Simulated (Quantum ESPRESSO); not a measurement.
## In3PtTa3Cu (one composition in several site orders)

A calculation, not a measurement. The program is pw.x of Quantum ESPRESSO 7.5 (plane-wave density functional theory). The cell is made up: eight metal atoms on a hexagonal close-packed lattice, with elements, volume, strain and displacements drawn at random and not relaxed, so it may be unstable or far from any real phase. PseudoDojo standard norm-conserving files set the functional (PBE unless stated); there is no spin polarisation or spin-orbit coupling, the Fermi-Dirac width of 0.25 eV means electrons at about 2900 K, and the masses in the input are unused placeholders. The copper pseudopotential is less sure than most, with forces differing by about three percent and pressure by about two GPa from a second method on plain copper. Heavy elements are run without spin-orbit coupling, which real alloys of them have. A spin test at this wide smearing found no moment, but such smearing suppresses magnetism that the real alloy may have.

The runs put one composition on the sites in different orders. Cell, positions, cutoff, mesh and smearing stay as in the input of run 1; sites are counted in its order. Stress in the tables is positive in tension.

Input of run 1:

```
&control calculation='scf', pseudo_dir='./dojo.nc.sr.pbe.v0_5.standard.upf', outdir='./o', disk_io='medium', tprnfor=.true., tstress=.true. /
&system ibrav=0, nat=8, ntyp=4, nbnd=71, ecutwfc=92.02030273, nosym=.true., tot_charge=0,
 occupations='smearing', smearing='fd', degauss=0.0183746611
/
&electrons conv_thr=1.470e-08, electron_maxstep=70, mixing_beta=0.5 /
ATOMIC_SPECIES
Cu 1.0 Cu.upf
In 1.0 In.upf
Pt 1.0 Pt.upf
Ta 1.0 Ta.upf
CELL_PARAMETERS angstrom
2.9777 0.0 4.8237
2.9777 0.0 -4.8237
-2.9777 5.1575 0.0
ATOMIC_POSITIONS angstrom
In -0.0464 0.1091 -0.0814
In -1.4725 2.6769 0.0985
In 2.9488 1.7354 -2.3457
Pt 1.4354 4.3008 -2.4368
Ta 3.0245 -0.0507 0.0241
Ta 1.5702 2.6183 0.1
Ta 2.973 1.7415 2.3587
Cu 1.6579 4.2437 2.3365
K_POINTS automatic
5 5 5 1 1 1
```

| run | elements on sites 1 to 8 | free energy less that of run 1 (eV) | -TS (eV) | pressure (GPa) | stress xx (GPa) | stress yy (GPa) | stress zz (GPa) | stress yz (GPa) | stress xz (GPa) | stress xy (GPa) | iterations |
| --- | --- | --- | --- | --- | --- | --- | --- | --- | --- | --- | --- |
| 1 | In In In Pt Ta Ta Ta Cu | 0.000 | -1.150 | 1.40 | -2.23 | 0.57 | -2.54 | 1.09 | 1.13 | -0.54 | 16 |
| 2 | Cu In Ta In In Pt Ta Ta | -0.077 | -1.173 | 1.89 | -0.16 | -1.21 | -4.31 | -1.10 | 0.87 | -1.13 | 15 |
| 3 | Pt In Ta In Ta In Ta Cu | 0.341 | -1.133 | 0.71 | -1.00 | 1.21 | -2.36 | 0.55 | 0.89 | 0.54 | 16 |
| 4 | Ta Cu In Pt Ta Ta In In | -0.001 | -1.206 | 1.66 | -0.29 | -1.86 | -2.83 | 0.61 | -0.31 | 0.56 | 16 |
| 5 | Pt Ta Ta Ta In In In Cu | 0.265 | -1.191 | 1.34 | -1.57 | -0.01 | -2.45 | 0.27 | 1.67 | -0.14 | 16 |
| 6 | Pt Ta Ta Ta In Cu In In | 0.455 | -1.220 | 1.55 | -2.04 | -0.87 | -1.73 | 0.45 | 0.78 | -1.56 | 16 |

Forces Fx Fy Fz (eV/Å):

```
site              run 1              run 2              run 3              run 4             run 5              run 6
   1   0.65 -0.89 -0.14    0.30 0.13 -0.04    0.09 0.37 -0.12   0.95 -0.36 -0.04   0.06 -0.19 0.34     0.07 0.08 0.23
   2    0.21 0.15 -0.67   0.09 -0.78 -1.51   0.07 -0.72 -1.69   0.08 -0.05 -0.03  0.48 -0.16 -1.01   0.09 -0.64 -0.54
   3     0.60 0.18 0.14   0.08 -0.40 -0.53   0.16 -1.26 -0.95    0.38 0.52 -0.13   0.35 0.48 -0.63    0.42 0.90 -0.37
   4     0.16 0.19 0.34     1.34 0.63 1.07     0.31 1.05 0.38     0.70 0.19 0.23  0.55 -0.16 -0.02    1.64 -0.20 0.38
   5    -0.08 0.84 0.27   -0.09 0.68 -0.15     0.18 2.41 0.00   -0.74 0.31 -0.28  -0.25 0.38 -0.14   -0.23 0.70 -0.08
   6  -0.69 -0.58 -0.33  -0.17 -0.65 -0.29  -0.51 -0.41 -0.39  -0.76 -0.85 -2.02  -0.69 0.03 -0.55  -0.19 -0.35 -0.74
   7   -0.55 -0.10 0.47    0.34 -0.57 0.97    0.13 -1.86 2.46    0.42 -0.31 0.74  -0.13 -0.61 1.40   -0.11 -0.68 0.97
   8   -0.30 0.21 -0.08    -1.89 0.95 0.49    -0.42 0.42 0.32    -1.03 0.56 1.53   -0.36 0.21 0.61    -1.71 0.19 0.16
```

The sites are displaced and not relaxed, so the energy differences mix bonding between neighbours with strain and are not ordering energies. A rerun of one cell of this series at a higher cutoff and on a denser mesh moved values by no more than 0.002 eV in energy, 0.03 GPa in stress and 0.003 eV/Å in force, and a second program with other atomic files agreed on that cell to 2 % rms in force and 0.5 GPa in pressure.